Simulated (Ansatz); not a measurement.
**Lattice vibrations of TmF$_{4}$ at Γ**

All numbers below come from DFT PBE, scalar-relativistic, plane waves, PAW, and for the lanthanide a 4f-in-core norm-conserving potential (Ansatz). Cutoff 690 eV, 10×10×10 k-points (Γ-centred), Fermi-Dirac smearing of 0.15 eV. No spin polarisation. Phonons by linear response, acoustic sum rule imposed.

The cell, relaxed at this level:
```yaml
crystal:
  lattice:
    - [-2.58459, 2.58459, 2.58459]
    - [2.58459, -2.58459, 2.58459]
    - [2.58459, 2.58459, -2.58459]
  atoms:
    - { symbol: Tm, position: [0.00000, 0.00000, 0.00000] }
    - { symbol: F, position: [0.00000, 0.00000, 0.50000] }
    - { symbol: F, position: [0.00000, 0.50000, 0.00000] }
    - { symbol: F, position: [0.50000, 0.00000, 0.00000] }
    - { symbol: F, position: [0.50000, 0.50000, 0.50000] }
```

The structure comes from a generated guess, relaxed at this level; another structure or a mixture of phases may lie lower. In a metal, frequencies depend on the k mesh and the smearing, soft modes most.

(1) Is this structure stable against zone-centre distortions?

(2) List the optical modes at Γ (i marks imaginary ones).

## Answers

(1) No: 2 of the 12 optical modes are imaginary.

(2)
```csv
frequency (cm⁻¹),degeneracy
12i,2
144,3
238,1
261,3
343,3
```

The lanthanide is trivalent by construction, without f bands, f moments or other valences.
